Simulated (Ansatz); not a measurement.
Here is the system:

ZnInNO:
```xyz
4
Lattice="3.4496 0.0000 0.0000 -1.7248 2.9875 0.0000 0.0000 0.0000 5.3970" Properties=species:S:1:pos:R:3 pbc="T T T"
In     0.0000     1.9916     2.7573
Zn     1.7248     0.9958     5.3805
O      0.0000     1.9916     0.6003
N      1.7248     0.9958     3.4050
```

This is the r²SCAN-relaxed structure. Tensor components refer to the Cartesian frame of this cell.

Q: All from plane-wave PAW r²SCAN (Ansatz code), unless another level is named. Predict the electron effective mass with spin–orbit coupling.

A: 0.054, 0.054, 0.099 mₑ (principal values).

Q: And the HSE06 gap on the r²SCAN cell?

A: 1.07 eV.

Q: What about the band gap?

A: 0.28 eV (direct).

Q: Give the hole effective mass, band 2 of 2 at the edge.

A: 0.053 along x, 4.9 along z (mₑ).

Space group P3m1. The start of the workflow was typed in or built on a structure type; neither database checked (COD, Materials Project) lists it. Its standing as an ambient phase is unchecked. The cell was relaxed with r²SCAN under the symmetry of its start; whether a distortion lowers the energy is not shown. Spin–orbit coupling is left out wherever it is not named.

Potentials: the earlier of the program's two PAW sets. The files were generated under PBE; for other functionals the program regenerates the frozen cores, and for LDA and PBEsol the local potential too.
